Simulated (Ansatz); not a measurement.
Input:

Tc:
```yaml
crystal:
  lattice:
    - [2.72423, 0.00000, 0.00000]
    - [-1.36211, 2.35925, 0.00000]
    - [0.00000, 0.00000, 4.35766]
  atoms:
    - { symbol: Tc, position: [0.33333, 0.66667, 0.75000] }
    - { symbol: Tc, position: [0.66667, 0.33333, 0.25000] }
```

This is the PBEsol-relaxed structure. Cartesian axes are those of the cell as given.

All from the program Ansatz at the PBEsol level (PAW), unless another level is named. Predict the Poisson's ratio.

0.30.

What about the elastic constants (relaxed ions, GPa)?

C11 = 525, C12 = 244, C13 = 206, C33 = 580, C44 = 146.

Space group P6_3/mmc (hcp (Mg type)). Symmetry was held in the PBEsol relaxation. No spin polarisation was allowed. As this level gives no gap, shear constants depend on the k-mesh and smearing (Fermi–Dirac, 0.1 eV here).

Potentials: the later of the program's two PAW sets.
